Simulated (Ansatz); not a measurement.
The start is a generated cell, Be placed in the diamond structure type. A full variable-cell relaxation at zero pressure is run with r2SCAN (plane waves to 500 eV, PAW, scalar-relativistic; Ansatz, a quantum-chemistry and plane-wave program). First-step values are on the input's coarse k-mesh.

Ansatz input (later rounds restart from its end on a renewed k-mesh):
Ansatz 0.2 input:
```yaml
crystal:
  lattice:
    - [0, 2.251214, 2.251214]
    - [2.251214, 0, 2.251214]
    - [2.251214, 2.251214, 0]
  atoms:
    - { symbol: Be, position: [0.25, 0.25, 0.25] }
    - { symbol: Be, position: [0, 0, 0] }
basis: { ecutwfc: 500, ecutrho_ratio: 4, xc_grid: 4, fft_grid_basis: typed }
kpoints: { mp_grid: { grid: [12, 12, 12] } }
hamiltonian:
  xc: r2scan
  dispersion: none
  pseudopotentials: { azcp: { folder: ./paw }, kind: paw }
scf: { occupations: { method: fermi_dirac, width: 0.05 } }
relax: { f_tol: 0.01, max_steps: 100, cell: { stress_tol: 0.02 } }
output: { forces: true, stress: true }
```

Problem. How large is the pressure on the unrelaxed cell, and of which sign?

Solution. +18.2 GPa (positive: the cell is compressed).

Problem. By how much does the energy per atom fall from start to end?

Solution. 0.17 eV/atom.

Problem. How does the volume change?

Solution. +31.3 %, from 11.41 to 14.98 Å³/atom.

Problem. How do the shortest distances between atoms change?

Solution. The closest pairs of elements (up to four, under 3.6 Å), start → end: Be–Be 1.95 → 2.13 Å.

Problem. What band gap does the relaxed structure have at this level?

Solution. No gap (metallic).

The space group stays Fd-3m (No. 227) (the run could not lower it); the end is diamond type, with 2 atoms in the primitive cell. Final values are on a 16×16×16 k-mesh of the relaxed cell. No spin polarisation in the result.

The run could not lose the symmetry of its start, so the end can be a saddle point.

All atoms sit on sites fixed by symmetry, so only the cell could relax.

The relaxed structure here is a generated cell of Be: the first start was made by placing the elements on the sites of a structure type, and the end was not matched to a known phase here, so it may be hypothetical. Known forms of Be include space group No. 194.
